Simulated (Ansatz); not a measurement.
## BaHfO3 (cubic perovskite): frozen-phonon scan

Relaxed BaHfO$_{3}$ (cubic perovskite):

```xyz
10
Lattice="8.4123 0.0000 0.0000 0.0000 4.2062 0.0000 0.0000 0.0000 4.2062" Properties=species:S:1:pos:R:3 pbc="T T T"
Ba     0.0000     0.0000     0.0000
Ba     4.2062     0.0000     0.0000
Hf     2.1031     2.1031     2.1031
Hf     6.3093     2.1031     2.1031
O      0.0000     2.1031     2.1031
O      4.2062     2.1031     2.1031
O      2.1031     2.1031     0.0000
O      6.3093     2.1031     0.0000
O      2.1031     0.0000     2.1031
O      6.3093     0.0000     2.1031
```

A phonon eigenvector at X = (0.5, 0.0, 0.0) is frozen into this cell: atom i moves by Q times the vector below, so Q is the largest atomic displacement, in Å. The cell is held. (q is in reciprocal vectors of the primitive cell; the cell shown is doubled to hold the pattern.)

| atom | x | y | z |
|---|---|---|---|
| Ba1 | 0.023 | 0.000 | 0.000 |
| Ba2 | -0.023 | 0.000 | 0.000 |
| O5 | -1.000 | 0.000 | 0.000 |
| O6 | 1.000 | 0.000 | 0.000 |

Atoms not listed stay in place.

These are PBE (plane waves to 420 eV, PAW, scalar-relativistic; Ansatz, a quantum-chemistry and plane-wave program) values and carry that method's errors. k mesh 4×8×8 (Γ-centred), Fermi-Dirac smearing 0.05 eV. The energy includes the smearing's −TS. Compression counts positive. BaHfO3 is run without spin polarisation. BaHfO3 was relaxed with its symmetry unable to fall. Spin-orbit coupling is left out, though Hf is heavy. ΔE is measured from the undisplaced structure.

```csv
Q (Å),ΔE (meV/cell),−dE/dQ from forces (eV/Å),P (GPa)
-0.180,1000,11.633,2.96
-0.150,685,9.427,2.04
-0.120,433,7.368,1.30
-0.090,241,5.426,0.73
-0.060,107,3.570,0.32
-0.030,27,1.771,0.08
0.000,0,0.000,0.00
0.030,27,-1.771,0.08
0.060,107,-3.570,0.32
0.090,241,-5.426,0.73
0.120,433,-7.368,1.30
0.150,685,-9.427,2.04
0.180,1000,-11.633,2.96
```

Key numbers:

The energy at Q = 0.180 Å is 1000 meV/cell. Space group of the distorted cell: P4/mmm (No. 123), lowered from Pm-3m. Symmetry of the curve: even: the same for both signs. Shape of the curve: a single well with its minimum at or next to zero displacement. Harmonic wavenumber from the curvature (finite differences): 706 cm⁻¹. Wavenumber by perturbation theory (DFPT, on another k mesh): 706 cm⁻¹.

The 13 points together took very roughly 5 core-minutes.

(A displaced cell: forces are minus the slopes of the energy, force constants its curvatures, and phonons follow from these.)
